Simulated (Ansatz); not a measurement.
Input:

SiNi:
```
CELL_PARAMETERS angstrom
      5.13912     0.00000     0.00000
      0.00000     3.39681     0.00000
      0.00000     0.00000     5.59762
ATOMIC_POSITIONS crystal
  Si 0.82091 0.75000 0.58583
  Si 0.17909 0.25000 0.41417
  Si 0.67909 0.25000 0.08583
  Si 0.32091 0.75000 0.91417
  Ni 0.50844 0.25000 0.68855
  Ni 0.49156 0.75000 0.31145
  Ni 0.99156 0.75000 0.18855
  Ni 0.00844 0.25000 0.81145
```

This is the PBE-relaxed structure.

**Question.** All from the program Ansatz at the PBE level (PAW), unless another level is named. Give the electronic character.

**Answer.** metallic (no gap).

**Question.** What about the formation energy from the elements (no fitted shifts)?

**Answer.** -49 kJ/mol-atom.

**Question.** Next, the density of states at the Fermi level?

**Answer.** 0.29 states/eV per atom (mean over ±0.08 eV).

Space group Pnma. The cell keeps a stress of up to 0.3 GPa. Symmetry was held in the PBE relaxation. The run is not spin-polarised. The references are the lowest solids computed at this level, not always the standard phases.

Potentials: the earlier of the program's two PAW sets.
